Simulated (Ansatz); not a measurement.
One stationary structure of ZrO2. Level of theory: PBEsol (plane waves to 420 eV, PAW, scalar-relativistic; Ansatz, a quantum-chemistry and plane-wave program).

```
CELL_PARAMETERS angstrom
      5.12779     0.00000     0.00000
      0.00000     5.21125     0.00000
     -0.88365     0.00000     5.22188
ATOMIC_POSITIONS crystal
  Zr 0.27715 0.04327 0.20948
  Zr 0.72285 0.54327 0.29052
  Zr 0.72285 0.95673 0.79052
  Zr 0.27715 0.45673 0.70948
  O  0.06996 0.33642 0.34139
  O  0.93004 0.83642 0.15861
  O  0.93004 0.66358 0.65861
  O  0.06996 0.16358 0.84139
  O  0.44868 0.75771 0.47950
  O  0.55132 0.25771 0.02050
  O  0.55132 0.24229 0.52050
  O  0.44868 0.74229 0.97950
```

Question: Find the space group and the Wyckoff positions (tolerance 0.01 Å).

Answer: Space group P2₁/c (No. 14); a = 5.1278 Å, b = 5.2112 Å, c = 5.2961 Å, α = γ = 90.00°, β = 99.60°

| atom | site | symmetry | x | y | z |
|---|---|---|---|---|---|
| Zr | 4e | 1 | 0.2772 | 0.0433 | 0.2095 |
| O | 4e | 1 | 0.0700 | 0.3364 | 0.3414 |
| O | 4e | 1 | 0.5513 | 0.2577 | 0.0205 |

This is the AFLOW prototype A2B_mP12_14_2e_e (C43, as in ZrO2).

Question: Give the shortest distances between elements (the closest pairs, up to four, under 3.6 Å).

Answer: O–Zr 2.05 Å; O–O 2.54 Å; Zr–Zr 3.33 Å.

The volume per atom is 11.63 Å³ and the band gap is 3.60 eV, indirect (valence top at Γ, conduction bottom at Y2) (no spin-orbit coupling). The smallest direct gap is 3.68 eV at Y2.

No spin polarisation in the result.

The run could not lose the symmetry of its start.
